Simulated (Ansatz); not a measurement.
Given:

Relaxed TaAs (NbAs type, space group I4_1md):

```
CELL_PARAMETERS angstrom
     -1.73159     1.73159     5.86738
      1.73159    -1.73159     5.86738
      1.73159     1.73159    -5.86738
ATOMIC_POSITIONS crystal
  Ta 0.99912 0.99912 0.00000
  Ta 0.74912 0.24912 0.50000
  As 0.41688 0.41688 0.00000
  As 0.16688 0.66688 0.50000
```

In each cell atom 3 (As, nearest neighbour Ta at 2.622 Å; its periodic images, 3.5 Å or more away, move with it) moves by s·(0.707, 0.707, 0.000) (along Cartesian [110]), the rest being held.

All values below come from PBE (plane waves to 420 eV, PAW, scalar-relativistic; Ansatz, a program for electronic structure). k mesh 15×15×15 (Γ-centred), Fermi-Dirac smearing 0.05 eV. Energies are smeared free energies. Left out: 2 of 11 points, with atoms too close for the PAW data. With partly filled bands, energies and forces of such displacements shift with the k mesh and the smearing. At this level the bands of TaAs touch or barely overlap. Spin-orbit coupling is left out, though Ta is heavy. TaAs is run without spin polarisation. TaAs was relaxed with its symmetry unable to fall. The PAW data are Ansatz's earlier set. The zero of ΔE is the undisplaced structure.

The scan covers s from -0.416 to 0.416 Å in 9 points.

**Question.** Is this a single well or a double well?

**Answer.** A single well with its minimum at or next to zero displacement.

**Question.** Is the energy the same for equal positive and negative displacements?

**Answer.** Even: the same for both signs. With its periodic images moving along, the atom's site symmetry in this cell is mm2.

**Question.** What is the force constant k = d²E/ds² of this move at s = 0?

**Answer.** 11.9 eV/Å².

(A displaced cell: forces are minus the slopes of the energy, force constants its curvatures, and phonons follow from these.)
